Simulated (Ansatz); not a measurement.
## RbLuS2, a database entry at a rescaled volume

```yaml
crystal:
  lattice:
    - [1.98455, 3.43734, 0.00000]
    - [-1.98455, 3.43734, 0.00000]
    - [0.00000, -2.29156, 7.57091]
  atoms:
    - { symbol: Lu, position: [0.50000, 0.50000, 0.50000] }
    - { symbol: S, position: [0.23030, 0.23030, 0.69090] }
    - { symbol: S, position: [0.76970, 0.76970, 0.30910] }
    - { symbol: Rb, position: [0.00000, 0.00000, 0.00000] }
```

Method: PBEsol, no spin polarisation; PAW, plane waves to 420 eV, 8×8×8 Γ-centred mesh, fermi-dirac occupations (width 0.0694 eV) (Ansatz 0.2.0), atoms fixed.

Task: What does the stress say?

Result: The pressure is -1.2 GPa (compression positive), so with the atoms held at these fractions the cell would first shrink.

Task: What is the character of the valence top and the conduction bottom?

Result: Within 0.7 eV of the edges, the states project mainly on S p (91 %) below the gap and on Lu d (68 %) above it.

Task: Where is the largest force?

Result: The largest is on S2 (and as large on other atoms): 0.12 eV/Å, components (0.00, 0.00, -0.12). It makes 58° with the line to a nearest neighbour, Lu1 at 2.71 Å.

Task: What is the band gap?

Result: The gap is 2.14 eV, indirect (the least direct gap found is 2.95 eV).

Origin: a database entry at a rescaled volume.
